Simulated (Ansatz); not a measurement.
# Relaxing a structure of InSb

The start is a generated trial cell of InSb in the zincblende structure type. Cell shape, volume and atoms are optimised at zero target pressure with PBE (plane waves to 420 eV, PAW, scalar-relativistic; Ansatz, a first-principles code). The first steps use a coarse 9×9×9 k-mesh.

The start:
```
CELL_PARAMETERS angstrom
      0.00000     3.29281     3.29281
      3.29281     0.00000     3.29281
      3.29281     3.29281     0.00000
ATOMIC_POSITIONS crystal
  Sb 0.75000 0.75000 0.75000
  In 0.00000 0.00000 0.00000
```

Question: How much energy is released per atom?

Answer: Under 0.01 eV/atom.

Question: How does the volume change?

Answer: +2.3 %, from 35.70 to 36.54 Å³/atom.

Question: How do the shortest distances between atoms change?

Answer: The closest pairs of elements (up to four, under 3.6 Å), start → end: In–Sb 2.85 → 2.87 Å.

Question: Is the relaxed structure metallic? Give its gap.

Answer: Zero (the bands touch at this level, without spin-orbit coupling).

Question: What does it relax into? Give the structure.

Answer: 
```cif
data_In4Sb4
_chemical_formula_sum 'Sb4 In4'
_space_group_name_H-M_alt 'F-43m'
_space_group_IT_number 216
_space_group_name_Hall 'F -4 2 3'
_cell_length_a 6.63646
_cell_length_b 6.63646
_cell_length_c 6.63646
_cell_angle_alpha 90.000
_cell_angle_beta 90.000
_cell_angle_gamma 90.000
loop_
_atom_site_label
_atom_site_type_symbol
_atom_site_symmetry_multiplicity
_atom_site_Wyckoff_symbol
_atom_site_fract_x
_atom_site_fract_y
_atom_site_fract_z
_atom_site_occupancy
Sb1 Sb 4 c 0.25000 0.25000 0.25000 1
In1 In 4 a 0.00000 0.00000 0.00000 1
```
(The calculation used a cell of 2 atoms; values per cell refer to that cell.)

The space group stays F-43m (No. 216) (the run could not lower it); the end is zinc blende type, with 2 atoms in the primitive cell. Final values are on a 12×12×12 k-mesh of the relaxed cell. No spin polarisation in the result. Without spin-orbit coupling the bands of the heavy element are not split, so the gap can be far off.

The run could not lose the symmetry of its start; a randomly shaken copy of 2 atoms returns to this structure.

All atoms sit on sites fixed by symmetry, so only the cell could relax.
